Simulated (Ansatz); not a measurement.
Gd (hcp, Mg type)

```xyz
2
Lattice="3.6482 0.0000 0.0000 -1.8241 3.1594 0.0000 0.0000 0.0000 5.8343" Properties=species:S:1:pos:R:3 pbc="T T T"
Gd     0.0000     2.1063     4.3757
Gd     1.8241     1.0531     1.4586
```

The slice is a (0001) plane (indices of the conventional cell) through the point (0.667, 0.333, 0.250) (fractional), spanned by u = [110] and v = [1 -1 0] in vectors of this cell: u (3.65 Å) and v (6.32 Å, at 90° to u). It covers one period; positions are fractions (u, v).

Level of theory: PBE (plane waves to 420 eV, PAW, scalar-relativistic; Ansatz, a first-principles code). k mesh 15×15×8. Inside the PAW spheres the values are not all-electron values, and peaks at nuclei hang on which shells count as valence. Gd was relaxed with its symmetry unable to fall. Relaxed Gd ends ferromagnetic. The PAW data are Ansatz's earlier set. The magnetic order is the one the run started from; other orders were not tried. The f-shell state is unchecked: a lower one may exist.

**Question.** What is the valence density on the shortest Gd–Gd line in this plane (3.65 Å), at its midpoint?

**Answer.** 0.10 e/Å³.

**Question.** What is the ELF at the midpoint of the shortest Gd–Gd line in this plane (3.65 Å)?

**Answer.** 0.20.

**Question.** Sketch the ELF of the up spins on this plane as a map.

**Answer.** 
```
v \ u  0.00  0.12  0.25  0.38  0.50  0.62  0.75  0.88
-----  ----  ----  ----  ----  ----  ----  ----  ----
0.86   0.57  0.45  0.15  0.13  0.24  0.13  0.15  0.45
0.71   0.64  0.53  0.22  0.11  0.12  0.11  0.22  0.53
0.57   0.50  0.19  0.43  0.73     x  0.73  0.43  0.19
0.43   0.19  0.10  0.47  0.75     x  0.75  0.47  0.10
0.29   0.19  0.19  0.17  0.17  0.18  0.17  0.17  0.19
0.14   0.61  0.46  0.17  0.42  0.74  0.42  0.17  0.46
0.00      x     x  0.58  0.13  0.24  0.13  0.58     x
```

Values: ELF of the up spins. Points within 0.5 Å of a nucleus are blanked (x), as the pseudised field means little there.
